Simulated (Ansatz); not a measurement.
K2LiRhF6:
```xyz
10
Lattice="0.0000 3.9122 3.9122 3.9122 0.0000 3.9122 3.9122 3.9122 0.0000" Properties=species:S:1:pos:R:3 pbc="T T T"
K      5.8683     5.8683     5.8683
K      1.9561     1.9561     1.9561
Li     3.9122     3.9122     3.9122
Rh     0.0000     0.0000     0.0000
F      1.9537     3.9122     3.9122
F      5.8707     3.9122     3.9122
F      3.9122     1.9537     3.9122
F      3.9122     5.8707     3.9122
F      3.9122     3.9122     1.9537
F      3.9122     3.9122     5.8707
```

Tensor components refer to the Cartesian frame of this cell.

Q: Give the high-frequency dielectric tensor and the Born effective charge tensors of the independent atoms from DFPT, the program Ansatz at the LDA level (PAW).

A: 
ε∞:
```
2.62  0.00  0.00
0.00  2.62  0.00
0.00  0.00  2.62
```
Z* of atom 1 (K), rows: field, columns: displacement, in e:
```
1.22  0.00  0.00
0.00  1.22  0.00
0.00  0.00  1.22
```
Z* of atom 3 (Li), rows: field, columns: displacement, in e:
```
1.42  0.00  0.00
0.00  1.42  0.00
0.00  0.00  1.42
```
Z* of atom 4 (Rh), rows: field, columns: displacement, in e:
```
2.21  0.00  0.00
0.00  2.21  0.00
0.00  0.00  2.21
```
Z* of atom 5 (F), rows: field, columns: displacement, in e:
```
-1.72   0.00   0.00
 0.00  -0.66   0.00
 0.00   0.00  -0.66
```

Space group Fm-3m. The workflow started from a Materials Project entry (that database holds measured and hypothetical structures alike); the Crystallography Open Database copy checked does not list it. Whether it is the stable phase at ambient conditions was not checked. The cell was relaxed with LDA under the symmetry of its start; its stability against distortions is not shown here. The run is not spin-polarised. Scalar-relativistic: spin–orbit coupling is off unless named, which matters more the heavier the elements.

Potentials: the later of the program's two PAW sets.
